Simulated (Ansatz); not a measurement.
I:
```xyz
4
Lattice="3.8711 -2.3175 0.0000 3.8711 2.3175 0.0000 0.0000 0.0000 9.8566" Properties=species:S:1:pos:R:3 pbc="T T T"
I      3.8711    -1.5981     1.1826
I      3.8711     1.5981     8.6739
I      3.8711     0.7194     3.7457
I      3.8711    -0.7194     6.1109
```

Relaxed with r²SCAN. Special points in fractions of this cell's reciprocal vectors: Γ (0.000, 0.000, 0.000); Y (0.500, 0.500, 0.000); F0 (0.340, 0.660, 0.000); Δ0 (-0.340, 0.340, 0.000); Z (0.000, 0.000, 0.500); B0 (-0.340, 0.340, 0.500); G0 (0.340, 0.660, 0.500); T (0.500, 0.500, 0.500); S (0.000, 0.500, 0.000); R (0.000, 0.500, 0.500).

Task: List the band energies nearest the valence-band maximum at these points for plane-wave PAW r²SCAN (Ansatz code).

Result: In eV from the valence-band maximum; about four levels below and three above (degenerate sets whole), none deeper than 8.9 eV; points with the same levels are listed once.

```tsv
k	below	above
Γ	-1.20 -0.58 -0.39 0.00	1.33 2.21 5.62
Y	-1.75 -1.40 -0.73 -0.35	1.25 1.98 5.55
F0	-1.55 -1.07 -0.86 -0.36	1.89 2.07 7.01
Z	-0.96 -0.96 -0.17 -0.17	1.63 1.63 6.02 6.02
B0	-0.85 -0.85 -0.49 -0.49	1.79 1.79 7.29 7.29
T	-1.16 -1.16 -1.01 -1.01	1.48 1.48 6.50 6.50
S	-1.43 -1.43 -0.66 -0.66	2.33 2.33 5.85 5.85
R	-0.83 -0.83 -0.04 -0.04	1.63 1.63 6.23 6.23
```

Space group Cmce (molecular I2 type). The cell was relaxed with r²SCAN under the symmetry of its start. A crystal of weakly bound units computed without a dispersion correction: the cell and the soft elastic constants depend strongly on that. Spin–orbit coupling is left out wherever it is not named.

Potentials: the earlier of the program's two PAW sets.
